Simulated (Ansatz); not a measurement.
Ge:
```yaml
crystal:
  lattice:
    - [-2.57305, 2.57305, 1.40968]
    - [2.57305, -2.57305, 1.40968]
    - [2.57305, 2.57305, -1.40968]
  atoms:
    - { symbol: Ge, position: [0.50000, 0.50000, 0.00000] }
    - { symbol: Ge, position: [0.25000, 0.75000, 0.50000] }
```

Relaxed with r²SCAN. Special points in fractions of this cell's reciprocal vectors: Γ (0.000, 0.000, 0.000); X (0.000, 0.000, 0.500); M (-0.500, 0.500, 0.500); Z (0.325, 0.325, -0.325); Z0 (-0.325, 0.675, 0.325); P (0.250, 0.250, 0.250); N (0.000, 0.500, 0.000).

Q: List the band energies nearest the Fermi level at these points for DFT-r²SCAN with spin–orbit coupling in the program Ansatz with PAW potentials.

A: In eV from the Fermi level; about four levels below and three above (degenerate sets whole), none deeper than 8.9 eV; points with the same levels are listed once.

```tsv
k	below	above
Γ	-2.55 -2.55 -2.38 -2.38	3.81 3.81 7.84 7.84
X	–	0.63 0.63 0.63 0.63
M	-6.10 -6.10 -6.10 -6.10	6.29 6.29 6.29 6.29
Z	-3.79 -3.79 -3.75 -3.75	4.12 4.12 7.01 7.01
P	-4.52 -4.52 -4.50 -4.50	4.31 4.31 4.46 4.46
N	-2.14 -2.14 -1.50 -1.50	2.81 2.81 3.78 3.78
```

Space group I4_1/amd (β-Sn type). This is a known high-pressure phase of the composition, computed here at zero pressure and temperature. The cell was relaxed with r²SCAN under the symmetry of its start; of distortions, only those at the zone centre were tested.

Potentials: the later of the program's two PAW sets.
